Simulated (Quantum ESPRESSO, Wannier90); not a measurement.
# SnSe2 (CdI2 type): Wannier90 run

```xyz
3
Lattice="3.8419 0.0000 0.0000 -1.9210 3.3272 0.0000 0.0000 0.0000 6.4859" Properties=species:S:1:pos:R:3 pbc="T T T"
Sn     0.0000     0.0000     0.0000
Se    -1.9210     1.1091    -1.5754
Se     1.9210    -1.1091     1.5754
```

Cell from Materials Project (mp-665), symmetrised, no further relaxation. COD (Crystallography Open Database) has the formula in 2 space groups, this one among them (matched by group alone). Level: PBEsol, no spin polarisation, no spin-orbit coupling; pw.x of Quantum ESPRESSO at 69 Ry with PseudoDojo potentials, 12×12×6 k-points, Wannier90. Density: 12×12×6 mesh, Gaussian smearing 0.01 Ry. The cell is built of weakly bound layers, chains or molecules, whose nearest atoms lie 4.01 Å apart. Database cells relaxed without dispersion often hold them too far apart, which can enlarge gaps and weakens couplings between them; spacing and stacking were not compared with the measured crystal. Spin-orbit coupling is left out although heavy elements are present.

The plane-wave run has 36 bands and 46 electrons a cell. On the energy scale of pw.x, whose zero is arbitrary, the valence-band maximum lies at 7.38 eV.

Isolated groups of bands, relative to the valence-band maximum (bands from 25 on overlap up to the last one computed):

```json
[
 {"bands": "1–10", "from (eV)": "-46.84", "to (eV)": "-46.77", "filling": "filled", "weight on atomic waves": "Se 3d 100 %"},
 {"bands": "11–15", "from (eV)": "-21.14", "to (eV)": "-21.03", "filling": "filled", "weight on atomic waves": "Sn 4d 100 %"},
 {"bands": "16–17", "from (eV)": "-13.64", "to (eV)": "-11.55", "filling": "filled", "weight on atomic waves": "Se 4s 79 %, Sn 5p 13 %, Sn 5s 6 %"},
 {"bands": "18", "from (eV)": "-7.23", "to (eV)": "-5.34", "filling": "filled", "weight on atomic waves": "Sn 5s 50 %, Se 4p 35 %, Se 4s 14 %"},
 {"bands": "19–23", "from (eV)": "-4.60", "to (eV)": "0.00", "filling": "filled", "weight on atomic waves": "Se 4p 80 %, Sn 5p 16 %"},
 {"bands": "24", "from (eV)": "0.65", "to (eV)": "2.35", "filling": "empty", "weight on atomic waves": "Se 4p 60 %, Sn 5s 33 %"}
]
```

Input w.win, without the blocks of cell, atoms and k-points (864 lines):

```
num_bands = 21
num_wann = 12
exclude_bands = 1-15
num_iter = 800
conv_tol = 1.0e-6
conv_window = 4
dis_num_iter = 1000
dis_conv_tol = 1.0e-6
dis_froz_max = 13.53
write_hr = true
write_u_matrices = true
begin projections
f=-0.00106,-0.01313,-0.00184: s;p
f=-0.34182,0.32516,-0.24882: s;p
f=0.33449,-0.32196,0.24717: s;p
end projections
mp_grid = 12 12 6
```

wannier90.x stops with:
```
dis_windows: More states in the frozen window than target WFs
```
At some k-point more bands lie below dis_froz_max than there are Wannier functions, and every frozen state has to fit into the subspace. Mended as below, all else unchanged, the run goes through (Ω_I = 15.9 Å²) and follows the plane-wave bands to 0.5 meV rms (states up to 1.6 eV relative to the valence-band maximum).
```
dis_froz_max = 9.53
```
